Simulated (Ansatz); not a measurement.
TiBr2:
```
CELL_PARAMETERS angstrom
      3.81130     0.00000     0.00000
      0.00000     6.59788     0.00000
      0.00000     0.00000    32.00000
ATOMIC_POSITIONS crystal
  Br 0.00000 0.66431 0.54806
  Br 0.50000 0.83569 0.45194
  Ti 0.00000 0.00000 0.50000
  Br 0.50000 0.16431 0.54806
  Br 0.00000 0.33569 0.45194
  Ti 0.50000 0.50000 0.50000
```
The run is spin-polarised; directions of the spins, atom by atom: 0 0 ↑ 0 0 ↓.
The layer is periodic in x and y and isolated along z.

Relaxed with r²SCAN+D4.

All from the program Ansatz at the r²SCAN+D4 level (PAW), unless another level is named. Give the electron effective mass, in the valley at Γ.

4.8 along x, 1.7 along y (mₑ).

Give the electron affinity (Kohn–Sham).

3.58 eV.

Give the band gap.

0.85 eV (indirect).

Predict the hole effective mass, in the valley at X.

12 along x, 2.1 along y (mₑ).

Space group C2/m. The layer was cut from a bulk entry of the Crystallography Open Database; whether that bulk phase is the ambient one, and whether the layer has been isolated, was not checked. The cell was relaxed with r²SCAN+D4 under the symmetry of its start, as lowered by the spin order; whether a distortion lowers the energy is not shown. Spin order of the final state: antiferromagnetic, chosen from 2 collinear starts compared on coarse meshes (ties went to the first, and starts can fall back to one state), not a proven ground state. Other orbital occupations within this spin state were not tried. No Hubbard U is applied. Point labels and valley counts follow the cell and symmetry of the run, lower than the named group. Scalar-relativistic: spin–orbit coupling is off unless named, which matters more the heavier the elements.

Potentials: the later of the program's two PAW sets.
